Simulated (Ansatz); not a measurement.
NaCl:
```
NaCl
1.0
    3.46065     0.00000     0.00000
    0.00000     3.46065     0.00000
    0.00000     0.00000     3.46065
Na Cl
1 1
Direct
  0.00000   0.00000   0.00000
  0.50000   0.50000   0.50000
```

Relaxed with r²SCAN.

**Question.** Which orbitals make up the states near the band edges in r²SCAN in the plane-wave PAW code Ansatz?

**Answer.** Top 1 eV of the valence band: Cl 3p 99 %. Bottom 1 eV of the conduction band: Na 3s 70 %, Cl 3s 21 %, Cl 3p 7 %. Projections are on Löwdin-orthogonalised atomic valence shells; empty p or d shells of many metals are not among them.

**Question.** Tabulate the density of states.

**Answer.** States/eV per cell of 2 atoms, in 0.25 eV bins, energy from the valence-band maximum.

| E (eV) | total | Cl 3p | Na 3s | Cl 3s |
|---|---|---|---|---|
| -7.85 | 0.00 | 0.00 | 0.00 | 0.00 |
| -7.60 | 0.00 | 0.00 | 0.00 | 0.00 |
| -7.35 | 0.00 | 0.00 | 0.00 | 0.00 |
| -7.10 | 0.00 | 0.00 | 0.00 | 0.00 |
| -6.85 | 0.00 | 0.00 | 0.00 | 0.00 |
| -6.60 | 0.00 | 0.00 | 0.00 | 0.00 |
| -6.35 | 0.00 | 0.00 | 0.00 | 0.00 |
| -6.10 | 0.00 | 0.00 | 0.00 | 0.00 |
| -5.85 | 0.00 | 0.00 | 0.00 | 0.00 |
| -5.60 | 0.00 | 0.00 | 0.00 | 0.00 |
| -5.35 | 0.00 | 0.00 | 0.00 | 0.00 |
| -5.10 | 0.00 | 0.00 | 0.00 | 0.00 |
| -4.85 | 0.00 | 0.00 | 0.00 | 0.00 |
| -4.60 | 0.00 | 0.00 | 0.00 | 0.00 |
| -4.35 | 0.00 | 0.00 | 0.00 | 0.00 |
| -4.10 | 0.00 | 0.00 | 0.00 | 0.00 |
| -3.85 | 0.00 | 0.00 | 0.00 | 0.00 |
| -3.60 | 0.00 | 0.00 | 0.00 | 0.00 |
| -3.35 | 0.00 | 0.00 | 0.00 | 0.00 |
| -3.10 | 0.17 | 0.14 | 0.03 | 0.00 |
| -2.85 | 0.86 | 0.74 | 0.11 | 0.00 |
| -2.60 | 1.66 | 1.50 | 0.14 | 0.01 |
| -2.35 | 2.88 | 2.71 | 0.14 | 0.01 |
| -2.10 | 2.75 | 2.62 | 0.09 | 0.02 |
| -1.85 | 2.09 | 2.00 | 0.06 | 0.01 |
| -1.60 | 1.84 | 1.77 | 0.04 | 0.01 |
| -1.35 | 1.74 | 1.68 | 0.03 | 0.01 |
| -1.10 | 1.76 | 1.72 | 0.02 | 0.01 |
| -0.85 | 1.95 | 1.91 | 0.01 | 0.01 |
| -0.60 | 2.70 | 2.66 | 0.01 | 0.00 |
| -0.35 | 2.89 | 2.87 | 0.00 | 0.00 |
| -0.10 | 0.72 | 0.71 | 0.00 | 0.00 |
| 0.15 | 0.00 | 0.00 | 0.00 | 0.00 |
| 0.40 | 0.00 | 0.00 | 0.00 | 0.00 |
| 0.65 | 0.00 | 0.00 | 0.00 | 0.00 |
| 0.90 | 0.00 | 0.00 | 0.00 | 0.00 |
| 1.15 | 0.00 | 0.00 | 0.00 | 0.00 |
| 1.40 | 0.00 | 0.00 | 0.00 | 0.00 |
| 1.65 | 0.00 | 0.00 | 0.00 | 0.00 |
| 1.90 | 0.00 | 0.00 | 0.00 | 0.00 |
| 2.15 | 0.00 | 0.00 | 0.00 | 0.00 |
| 2.40 | 0.00 | 0.00 | 0.00 | 0.00 |
| 2.65 | 0.00 | 0.00 | 0.00 | 0.00 |
| 2.90 | 0.00 | 0.00 | 0.00 | 0.00 |
| 3.15 | 0.00 | 0.00 | 0.00 | 0.00 |
| 3.40 | 0.00 | 0.00 | 0.00 | 0.00 |
| 3.65 | 0.00 | 0.00 | 0.00 | 0.00 |
| 3.90 | 0.00 | 0.00 | 0.00 | 0.00 |
| 4.15 | 0.00 | 0.00 | 0.00 | 0.00 |
| 4.40 | 0.00 | 0.00 | 0.00 | 0.00 |
| 4.65 | 0.00 | 0.00 | 0.00 | 0.00 |
| 4.90 | 0.00 | 0.00 | 0.00 | 0.00 |
| 5.15 | 0.03 | 0.00 | 0.02 | 0.01 |
| 5.40 | 0.05 | 0.00 | 0.04 | 0.01 |
| 5.65 | 0.08 | 0.01 | 0.06 | 0.02 |
| 5.90 | 0.11 | 0.01 | 0.07 | 0.02 |
| 6.15 | 0.14 | 0.01 | 0.10 | 0.02 |
| 6.40 | 0.32 | 0.02 | 0.24 | 0.03 |
| 6.65 | 0.49 | 0.03 | 0.37 | 0.03 |
| 6.90 | 0.68 | 0.04 | 0.48 | 0.03 |
| 7.15 | 0.90 | 0.06 | 0.62 | 0.04 |
| 7.40 | 1.35 | 0.09 | 0.90 | 0.04 |
| 7.65 | 1.83 | 0.14 | 1.25 | 0.05 |
| 7.90 | 1.51 | 0.13 | 0.96 | 0.03 |
| 8.15 | 0.65 | 0.04 | 0.27 | 0.01 |
| 8.40 | 0.48 | 0.01 | 0.10 | 0.00 |
| 8.65 | 0.34 | 0.00 | 0.02 | 0.00 |
| 8.90 | 0.55 | 0.01 | 0.05 | 0.00 |
| 9.15 | 1.03 | 0.02 | 0.08 | 0.00 |
| 9.40 | 1.96 | 0.03 | 0.14 | 0.00 |
| 9.65 | 2.41 | 0.04 | 0.16 | 0.00 |

Space group Pm-3m (CsCl type). This is a known high-pressure phase of the composition, computed here at zero pressure and temperature. Symmetry was held in the r²SCAN relaxation. At this level the phase is dynamically unstable (imaginary phonons).

Potentials: the later of the program's two PAW sets.
